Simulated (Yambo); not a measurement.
G0W0@LDA for Li$_{3}$BrO (anti-perovskite, space group Pm-3m, No. 221) in Yambo. Reference settings: 4×4×4 Γ-centred k mesh, bands 4 to 137 and a 10 Ry block in the screening, 137 bands in G with the Bruneval-Gonze terminator, plasmon pole fitted at 27.2 eV. The LDA gap M → M on this mesh is 4.25 eV; G0W0 gaps are taken between the same points.

The settings were changed. The gap went from 6.56 eV to 6.49 eV, and the shift of the valence edge from -1.25 eV to -1.07 eV.

Problem. Name the change that produced these shifts.
A. 8 Ry block
B. 85 bands in W, 85 bands in G
C. 85 bands in G, no terminator
D. no random integration

Solution. D, no random integration. The others gave (gap, valence shift): 8 Ry block: 6.51, -1.21 eV; 85 bands in G, no terminator: 6.32, -0.92 eV; 85 bands in W, 85 bands in G: 6.55, -1.19 eV.

Spin-orbit coupling is not included.

Geometry of the Materials Project entry, not relaxed at this level; primitive cell a = 3.9486 Å, b = 3.9486 Å, c = 3.9486 Å, α = 90.00°, β = 90.00°, γ = 90.00°.

A shift is the quasiparticle energy of the state minus its LDA energy.
